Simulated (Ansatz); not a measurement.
Ta: rigid cleavage

All numbers below come from DFT r2SCAN, scalar-relativistic, plane waves, PAW in Ansatz 0.2.0. Cutoff 500 eV, Γ-centred 20×20×7 k-points, Gaussian smearing of 0.15 eV. Spin–orbit coupling is left out, which can shift energies with elements as heavy as these. No spin polarisation. Energies are free energies at this smearing, counted from the undisturbed cell; pressure is positive in compression.

Zero of the scan (relaxed at this level; this fcc form isn't the usual structure):

```
CELL_PARAMETERS angstrom
-2.10393 -2.10393 0.00000
2.10393 -2.10393 0.00000
0.00000 0.00000 8.41571
ATOMIC_POSITIONS crystal
Ta 0.00000 0.00000 0.87500
Ta 0.50000 0.50000 0.12500
Ta 0.00000 0.00000 0.37500
Ta 0.50000 0.50000 0.62500
```

The cut lies on the cell's a–b face, a (0 0 1) plane (indices in the standard cell, whose axes needn't be the Cartesian ones shown) of area 8.85 Å², between layers 2.10 Å apart. Vector c is lengthened by d along the normal with the atoms' Cartesian places fixed: one unrelaxed cut a cell. The cell is metallic on the mesh throughout.

```csv
d (Å),energy (J/m²)
-0.30,0.42
0.00,0.00
0.25,0.19
0.50,0.68
1.00,2.13
1.50,3.42
2.00,4.28
3.00,5.04
4.50,5.26
6.00,5.29
```

Task: Predict the traction dE/dd (GPa) at each point.

Result:
```
d (Å) traction dE/dd (GPa)
-0.30                 -30.1
 0.00                   0.0
 0.25                  14.2
 0.50                  24.9
 1.00                  29.2
 1.50                  21.6
 2.00                  13.2
 3.00                   3.6
 4.50                   0.4
 6.00                   0.0
```

Cost: 10 runs of about 26 core-minutes in all, on Intel Xeon Processor @ 2.50GHz (Skylake/Cascade Lake) (shared hosts).